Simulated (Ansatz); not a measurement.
The cell below belongs to a search over invented structures; it isn't taken from experiment.

Input and command of a plane-wave DFT calculation in Ansatz:

```yaml
crystal:
  lattice:
    - [2.9664711711, -3.239769086, 0.0]
    - [2.9664711711, 3.239769086, 0.0]
    - [0.0, 0.0, 3.1151896301]
  atoms:
    - { symbol: Pt, position: [0.0, 0.0, 0.0] }
    - { symbol: F, position: [0.7830635254, 0.7830635254, 0.5] }
    - { symbol: F, position: [0.2169364746, 0.2169364746, 0.5] }
basis:
  ecutwfc: 420
kpoints:
  mp_grid: { grid: [6, 6, 10] }
hamiltonian:
  xc: pbe
scf:
  occupations: { method: gaussian, width: 0.02 }
output:
  forces: true
  stress: true
  eigenvalues: true
relax:
  adjacent_minimum: "off"
  f_tol: 0.01
  max_steps: 80
  cell: { stress_tol: 0.05 }
```

```bash
ansatz run input.yaml --threads 1 --pin off --max-ram 2560MiB --backend cpu --events-out ev --progress --plain --runs-dir out
```

Processor: Intel(R) Xeon(R) Platinum 8259CL CPU @ 2.50GHz (Skylake/Cascade Lake), 1 thread, on a host shared with other jobs.

Problem. How long does it run, and how much memory does it take?

Solution. About 76 s, peak memory 0.45 GiB. It solves 20 bands at 78 k points (after reduction by symmetry) with about 1233 plane waves (on the last cell), in 105 SCF iterations over 17 ionic steps.
